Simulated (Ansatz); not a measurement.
NiSi (MnP type, space group Pnma)

```
NiSi
1.0
    5.10471     0.00000     0.00000
    0.00000     3.36011     0.00000
    0.00000     0.00000     5.50384
Ni Si
4 4
Direct
  0.50941   0.25000   0.68692
  0.00941   0.25000   0.81308
  0.49059   0.75000   0.31308
  0.99059   0.75000   0.18692
  0.67878   0.25000   0.08722
  0.17878   0.25000   0.41278
  0.32122   0.75000   0.91278
  0.82122   0.75000   0.58722
```

The slice is a (100) plane (indices of the conventional cell) through the point (0.491, 0.750, 0.313) (fractional), spanned by u = [010] and v = [001] in vectors of this cell: u (3.36 Å) and v (5.50 Å, at 90° to u). It covers one period; positions are fractions (u, v).

Method: PBEsol (plane waves to 420 eV, PAW, scalar-relativistic; Ansatz, an electronic-structure program). k mesh 9×14×9. These are valence fields of a PAW run, semicore shells included where kept as valence: close to a nucleus they are smooth pseudo fields. NiSi is run without spin polarisation. NiSi was relaxed with its symmetry unable to fall. The PAW data are Ansatz's earlier set.

Question: Sketch the electron localisation function (ELF) on this plane as a map.

Answer: 
```
|xxxxxx551100112233444444332211001155xxxx|
|xxxxxx221111223355555555553322111122xxxx|
|5544221111113355666666666655331111112244|
|1111000011335577887777778877553311000011|
|1100111133557788888877888888775533111100|
|2222223355778888887777778888887755332222|
|5555556677888888776666667788888877665555|
|8888888888888888776666667788888888888888|
|8888888888888888777766777788888888888888|
|8888889999888888887777778888888899998888|
|7777889999998888777777777788889999998877|
|6677889999998877777766777777889999998877|
|6677889999997766554444445566779999998877|
|7777999999886644222211222244668899999977|
|8888999999663311110000001111336699999988|
|8899998877441100001111110000114477889999|
|8888887744221111224455442211112244778888|
|6666664422111122xxxxxxxxxx22111122446666|
|4444442211111144xxxxxxxxxx44111111224444|
|3333221100002266xxxxxxxxxx66220000112233|
|2222221100001155xxxxxxxxxx55110000112222|
|2222221100000022xxxxxxxxxx22000000112222|
|2222221100000000224455442200000000112222|
|2222222211000000001111110000000011222222|
|1111112233220000000000000000002233221111|
|0000001122332211000000000011223322110000|
|0000000000223333221111112233332200000000|
|1111000000002233333322333333220000000011|
|6655220000000022223333332222000000002255|
|xxxxxx220000001122222222221100000022xxxx|
|xxxxxx551100001122222222221100001155xxxx|
|xxxxxx662200001122333333221100002266xxxx|
```
Scale: ten equal steps from 0.15 (start of '0') to 0.65 (end of '9'), in the order '0123456789'. Values: electron localisation function (ELF). The map has 20 points along u (two characters each, u = 0 at the left) and 32 along v (v = 0 in the bottom row). Points within 0.5 Å of a nucleus are blanked (x), as the pseudised field means little there.
